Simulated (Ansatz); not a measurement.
Problem. Name crystals whose computed values (HSE06 (plane waves, PAW; program Ansatz)) fall in these windows: gap (eV) 5.8 to 7.6; B₀ by P(V) fit (GPa) 140 to 180.

Solution. 

| crystal | gap (eV) | B₀ by P(V) fit (GPa) |
|---|---|---|
| MgO, rock salt | 6.56 | 167 |
| MgO, NiAs type | 6.22 | 162 |
Others may fit too.

Not the usual ambient phase: MgO, NiAs type. All cells were relaxed under the symmetry of their starts (and spin orders); stability against distortions was not tested throughout.

Potentials: the later of the program's two PAW sets.
